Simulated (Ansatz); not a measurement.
Level of theory: DFT PBE, scalar-relativistic, plane waves, PAW (Ansatz 0.2.0). All cells share a 420 eV cutoff and Γ-centred k meshes spaced at most about 0.3 Å⁻¹ (about 0.25 or finer for metals, 2π included). No spin polarisation in the final relaxations.

All energies are static (0 K, no zero-point motion).

Compare these two cells of ScSn₃Se, each relaxed at this level.

A.

```
CELL_PARAMETERS angstrom
4.39876 0.00000 0.00000
0.00000 4.39876 0.00000
0.00000 0.00000 7.59699
ATOMIC_POSITIONS crystal
Sc 0.00000 0.00000 0.14430
Sn 0.00000 0.50000 0.42664
Sn 0.50000 0.50000 0.07145
Sn 0.50000 0.00000 0.42664
Se 0.50000 0.50000 0.69888
```

B.

```
CELL_PARAMETERS angstrom
3.99305 2.30539 2.91986
-3.99305 2.30539 2.91986
0.00000 -4.61077 2.91986
ATOMIC_POSITIONS crystal
Sc 0.50000 0.50000 0.50000
Sn 0.50000 0.11092 0.88908
Sn 0.11092 0.88908 0.50000
Sn 0.88908 0.50000 0.11092
Se 0.00000 0.00000 0.00000
```

Question: Which is lower in energy, and by how much?

Answer: A is lower, by 0.35 eV/atom. A has space group P4mm (No. 99), 29.4 Å³/atom and no gap on its mesh; B has space group R32 (No. 155), 32.3 Å³/atom and no gap. Counting Sc or Sn atoms around Se (for each partner element, those within 1.25 times its shortest distance or 1.15 times the sum of covalent radii, where it is the nearest in units of that sum or under 1.3), A has Se 5 and B has Se 6. The denser one is the lower, and pressure would at first widen the difference. Both come from invented guesses. A third cell relaxed alike, in P-6m2, lies 256 meV/atom below the lower of the two.

Cells relaxed within their symmetry can be saddle points.
